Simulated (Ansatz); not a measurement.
Question: Bi (A7 (α-As type), space group No. 166) is relaxed with plane-wave PAW LDA (Ansatz code). What lattice parameters of the conventional cell result?

Answer: a = 4.493 Å, c = 11.500 Å.

Question: Give the free coordinates with the occupied sites.

Answer: In one choice of origin and axes:

```csv
atom,site,symmetry,x,y,z
Bi,6c,3m,0.0000,0.0000,0.2372
```

Space group R-3m (A7 (α-As type)). The cell was relaxed with LDA under the symmetry of its start; of distortions, only those at the zone centre were tested. Axis ratios of metals converge slowly with the k-mesh, so a and c are less sure than the volume. Scalar-relativistic: spin–orbit coupling is off unless named, which matters more the heavier the elements.

Potentials: the earlier of the program's two PAW sets.
